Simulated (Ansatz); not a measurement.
Input file for Ansatz (a program for electronic structure):

Ansatz 0.2 input:
```yaml
crystal:
  lattice:
    - [4.3930647699, 0.0, 0.0]
    - [-2.1965323849, 3.8045056912, 0.0]
    - [0.0, 0.0, 7.2029156308]
  atoms:
    - { symbol: Cd, position: [0.6666666667, 0.3333333333, 0.4728028415] }
    - { symbol: Cd, position: [0.0, 0.0, 0.024736485] }
    - { symbol: Te, position: [0.0, 0.0, 0.6304228039] }
    - { symbol: S, position: [0.6666666667, 0.3333333333, 0.1200378695] }
kpoints:
  mp_grid: { grid: [6, 6, 3] }
hamiltonian:
  xc: hse06
  pseudopotentials: { kind: paw }
scf:
  n_extra_bands: 6
  occupations: { method: fixed }
output:
  eigenvalues: true
  eigenstates:
    e_range: [-9.0, 8.7]
    kpoints:
      - [0.0, 0.0, 0.0]  # VBM
      - [0.0, 0.0, 0.0]  # CBM
      - [0.0, 0.0, 0.0]  # GAMMA
      - [0.0, 0.0, 0.5]  # A
      - [0.3333333333, 0.3333333333, 0.0]  # K
      - [0.3333333333, 0.3333333333, 0.5]  # H
      - [0.5, 0.0, 0.0]  # M
      - [0.5, 0.0, 0.5]  # L
```

Output (shortened):

```
Pseudopotential: Cd, paw, valence charge 20
Pseudopotential: Te, paw, valence charge 16
Pseudopotential: S, paw, valence charge 6
Functional definition: HSE06
davidson cushion auto → on  (no smearing: the cushion is to keep the highest requested band from converging to the state above it …
Crystal: 4 atoms, lattice volume = 120.385 Å³
Basis set: ecut = 420 eV, 2335 PW (Γ)
Bands: 37, of which v1, the nominal top of the filled ones, is band 31 counted from 1 (30 counted from 0)
Symmetry: 6 space group operations
Space group: P3m1 (ITA 156), of the structure as read, at distance tolerance 4.9e-5 Å
k-points: 17 of 108 (time reversal used)
SCF iter   1: F=—  HF=-24392.944337 eV  |F-HF|=—  |Δ(HF+E_count)|=         —  Δρ=1.32e-3  dr2=3.21e-3  ethr=1.77e-3  ⟨swp⟩=8.8  Hψ=2870  notcnv=0
preconditioner: auto → none
iter 2 solved again at ethr=4.95e-7 eV; its pass at ethr=5.18e-6 eV (dr2=3.07e-4 eV) is discarded
SCF iter   2: F=—  HF=-24392.944208 eV  |F-HF|=—  |Δ(HF+E_count)|=   1.30e-4  Δρ=4.21e-4  dr2=3.09e-4  ethr=4.95e-7  ⟨swp⟩=2.1  Hψ=3418  notcnv=0
SCF iter   3: F=—  HF=-24392.944248 eV  |F-HF|=—  |Δ(HF+E_count)|=   4.09e-5  Δρ=1.74e-4  dr2=5.11e-5  ethr=4.95e-7  ⟨swp⟩=4.0  Hψ=1646  notcnv=0
SCF iter   4: F=—  HF=-24392.944283 eV  |F-HF|=—  |Δ(HF+E_count)|=   3.51e-5  Δρ=8.62e-5  dr2=8.16e-6  ethr=8.24e-8  ⟨swp⟩=3.9  Hψ=1615  notcnv=0
SCF iter   5: F=—  HF=-24392.944300 eV  |F-HF|=—  |Δ(HF+E_count)|=   1.67e-5  Δρ=2.78e-5  dr2=8.33e-7  ethr=1.32e-8  ⟨swp⟩=3.9  Hψ=1750  notcnv=0
SCF iter   6: F=-24392.944302 eV  HF=-24392.944303 eV  |F-HF|=1.93e-7  |Δ(HF+E_count)|=   2.38e-6  Δρ=9.67e-6  dr2=4.26e-7  ethr=1.34e-9  ⟨swp⟩=4.1  Hψ=1846  notcnv=0
SCF 1 stopped early in 6 iterations: F = -24392.944302 eV  dr2 = 4.26e-7
Crystal: 4 atoms, lattice volume = 120.385 Å³
Exchange kernel: α = 0.2500, screened, ω = 0.2079 Å⁻¹, Wigner–Seitz truncation, v(0) = 1046.6814 eV·Å³, q-mesh 6×6×3, nearest image of the exchange supercell L …
Frozen-core exchange: fock
SCF iter   1: F=—  HF=-24405.612594 eV  |F-HF|=—  |Δ(HF+E_count)|=         —  Δρ=6.05e-3  dr2=3.46e-2  ethr=6.87e-9  ⟨swp⟩=10.1  Hψ=4230  notcnv=0
preconditioner: auto → none
SCF iter   2: F=—  HF=-24405.603659 eV  |F-HF|=—  |Δ(HF+E_count)|=   8.93e-3  Δρ=2.16e-3  dr2=4.13e-3  ethr=6.87e-9  ⟨swp⟩=6.1  Hψ=3144  notcnv=0
SCF iter   3: F=—  HF=-24405.619006 eV  |F-HF|=—  |Δ(HF+E_count)|=   1.53e-2  Δρ=1.52e-3  dr2=1.90e-3  ethr=6.87e-9  ⟨swp⟩=6.5  Hψ=3120  notcnv=0
SCF iter   4: F=—  HF=-24405.618636 eV  |F-HF|=—  |Δ(HF+E_count)|=   3.69e-4  Δρ=4.05e-4  dr2=1.49e-4  ethr=6.87e-9  ⟨swp⟩=5.0  Hψ=2597  notcnv=0
SCF iter   5: F=—  HF=-24405.618916 eV  |F-HF|=—  |Δ(HF+E_count)|=   2.80e-4  Δρ=1.97e-4  dr2=6.28e-5  ethr=6.87e-9  ⟨swp⟩=5.1  Hψ=2566  notcnv=0
SCF iter   6: F=-24405.618893 eV  HF=-24405.618904 eV  |F-HF|=1.06e-5  |Δ(HF+E_count)|=   1.27e-5  Δρ=4.98e-5  dr2=1.41e-5  ethr=6.87e-9  ⟨swp⟩=4.4  Hψ=2383  notcnv=0
SCF 2 stopped early in 6 iterations: F = -24405.618893 eV  dr2 = 1.41e-5
hybrid outer 1: dexx = +1.804e-2 eV, tail = 1.21e-4 eV
Crystal: 4 atoms, lattice volume = 120.385 Å³
Exchange kernel: α = 0.2500, screened, ω = 0.2079 Å⁻¹, Wigner–Seitz truncation, v(0) = 1046.6814 eV·Å³, q-mesh 6×6×3, nearest image of the exchange supercell L …
Frozen-core exchange: fock
SCF iter   1: F=—  HF=-24405.619036 eV  |F-HF|=—  |Δ(HF+E_count)|=         —  Δρ=4.08e-5  dr2=1.48e-6  ethr=9.74e-7  ⟨swp⟩=3.2  Hψ=1439  notcnv=0
preconditioner: auto → none
SCF iter   2: F=—  HF=-24405.619037 eV  |F-HF|=—  |Δ(HF+E_count)|=   8.33e-7  Δρ=1.95e-5  dr2=5.26e-7  ethr=2.18e-9  ⟨swp⟩=4.5  Hψ=2192  notcnv=0  defer=1
iter 3 solved again at ethr=4.85e-11 eV; its pass at ethr=7.58e-10 eV (dr2=3.00e-8 eV) is discarded
SCF iter   3: F=-24405.619036 eV  HF=-24405.619036 eV  |F-HF|=1.00e-8  |Δ(HF+E_count)|=   1.43e-7  Δρ=7.21e-6  dr2=3.41e-8  ethr=4.85e-11  ⟨swp⟩=3.0  Hψ=3079  notcnv=0
SCF 3 converged in 3 iterations: F = -24405.619036 eV  dr2 = 3.41e-8
hybrid outer 2: dexx = +1.071e-6 eV, tail = 1.21e-7 eV, Δε = 3.96e-3 eV (about 1.82e-4 eV left of the loop's levels)
NSCF: frozen V_eff on 8 k-points
hybrid SCF converged: 2 outer / 9 inner (+6 warm-up), last move |dexx| = 1.07e-6 eV, tail = 1.21e-7 eV
Stability not checked (fock_operator)
Free energy (F): -24405.619037 eV
Frozen-core exchange: fock
Harris-Foulkes:  -24405.619037 eV  (|F-HF|=1.00e-8)
Internal energy: -24405.619037 eV  (E = F + TS)
E sigma→0 (E₀):  -24405.619037 eV
Fermi energy:    6.885567 eV
--- Per-component energies (eV) ---
  E_band       = -1465.014148
  E_kinetic    = 1297.553284
  E_local      = -9587.503708  (includes V_loc(G=0)·N_el)
  E_nonlocal   = -214.192707
  E_hartree    = 4652.728946
  E_xc         = -459.544918
  E_vxc        = -504.066792  (∫ρ·V_xc dr)
  E_exx        = -233.030339  (= α·E_x^exact, valence–valence)
  E_paw        = -13326.621090  (= ΣΔE_a)
  E_vpaw       = -1296.197828  (= ΣTr[D̂ρ^β])
  E_aug_tail   = -0.000152  (compensation charges beyond the density's cutoff)
  E_ewald      = -6533.530284
  E_core_change = -1.478069  (= ΣΔE_core)
  E_smearing   =  0.000000  (= −TS)
  E_closure    =  0.000000  (closes the sum)
  Σ components = -24405.619037   (vs F -24405.619037, Δ=3.64e-12)
  [band-id]    e_kinetic+e_local+e_nonlocal+2·e_hartree+e_vxc+2·e_exx+e_vpaw+e_augmentation_tail = -1465.010690   (vs E_band -1465.014148, Δ=3.46e-3)
--- Band table (eV; the first three rows and the last of 17) ---
  k-point 0: bands = ["-100.6681", "-100.4119", "-60.4192", "-60.3878", "-60.3878", "-60.1435", "-60.1435", "-60.1148", "-31.3623", "-31.3515", "-31.3515", "-31.3249", "-31.3249", "-7.1716", "-5.1836", "-2.9886", "-2.9886", "-2.9021", "-2.7205", "-2.7205", …
  k-point 1: bands = ["-100.6681", "-100.4120", "-60.4193", "-60.3878", "-60.3878", "-60.1435", "-60.1435", "-60.1148", "-31.3623", "-31.3515", "-31.3515", "-31.3249", "-31.3249", "-7.1555", "-5.1806", "-2.9876", "-2.9876", "-2.8364", "-2.7373", "-2.7373", …
  k-point 2: bands = ["-100.6681", "-100.4120", "-60.4193", "-60.3878", "-60.3878", "-60.1435", "-60.1435", "-60.1148", "-31.3622", "-31.3515", "-31.3515", "-31.3249", "-31.3246", "-7.1159", "-5.1079", "-2.9569", "-2.9426", "-2.8743", "-2.7261", "-2.7170", …
  k-point 16: bands = ["-100.6681", "-100.4120", "-60.4193", "-60.3879", "-60.3876", "-60.1435", "-60.1433", "-60.1148", "-31.3618", "-31.3517", "-31.3515", "-31.3242", "-31.3242", "-6.9223", "-4.8440", "-2.8694", "-2.8650", "-2.7768", "-2.7156", "-2.6451", …
```

Cost: roughly 6 core-minutes on shared cores.

The points marked VBM and CBM come from a semilocal run.

The first step of the workflow began from a Materials Project structure, measured or hypothetical; the Crystallography Open Database copy checked does not list it. Whether it is the stable phase at ambient conditions was not checked. The cell was relaxed with r²SCAN under the symmetry of its start; of distortions, only those at the zone centre were tested. Spin–orbit coupling is left out wherever it is not named.

Potentials: the later of the program's two PAW sets.

Ansatz is a plane-wave DFT program.
